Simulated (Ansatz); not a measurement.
Starting cell, Na (bcc, W type):

```yaml
crystal:
  lattice:
    - [-4.19680, 4.19680, 4.19680]
    - [2.09840, -2.09840, 2.09840]
    - [2.09840, 2.09840, -2.09840]
  atoms:
    - { symbol: Na, position: [0.00000, 0.00000, 0.00000] }
    - { symbol: Na, position: [0.50000, 0.00000, 0.00000] }
```

The atoms are displaced by Q × the pattern below (from a DFPT mode at N = (0.5, 0.0, 0.0), largest move 1; Q in Å), at fixed cell. (q is in reciprocal vectors of the primitive cell; the cell shown is doubled to hold the pattern.)

| atom | x | y | z |
|---|---|---|---|
| Na1 | 1.000 | 0.000 | 0.000 |
| Na2 | -1.000 | 0.000 | 0.000 |

These are PBE (plane waves to 420 eV, PAW, scalar-relativistic; Ansatz, a program for electronic structure) values and carry that method's errors. k mesh 8×16×16 (Γ-centred), Fermi-Dirac smearing 0.05 eV. The energy includes the smearing's −TS. With partly filled bands, energies and forces of such displacements shift with the k mesh and the smearing. Na was relaxed with its symmetry unable to fall. The PAW data are Ansatz's earlier set. The zero of ΔE is the undisplaced structure. The last digit holds for this mesh only.

```tsv
Q (Å)	ΔE (meV/cell)
-0.1000	6.37
-0.0833	4.43
-0.0667	2.84
-0.0500	withheld
-0.0333	0.71
-0.0167	0.18
0.0000	0.00
0.0167	0.18
0.0333	0.71
0.0500	withheld
0.0667	2.84
0.0833	4.43
0.1000	6.37
```

Q: Fit an even polynomial form (powers 2, 4) to the given rows and predict ΔE at Q = 0.0500.

A: Least squares on the 11 given rows: ΔE = (640.4)·Q² + (-329.1)·Q⁴, in meV/cell with Q in Å; root-mean-square residual 0.002 meV/cell. At 0.0500 the fit gives 1.60 meV/cell; the calculation gives 1.60 meV/cell, the same to the digits shown. The quadratic term alone would give 1.60 meV/cell.

(A displaced cell: forces are minus the slopes of the energy, force constants its curvatures, and phonons follow from these.)
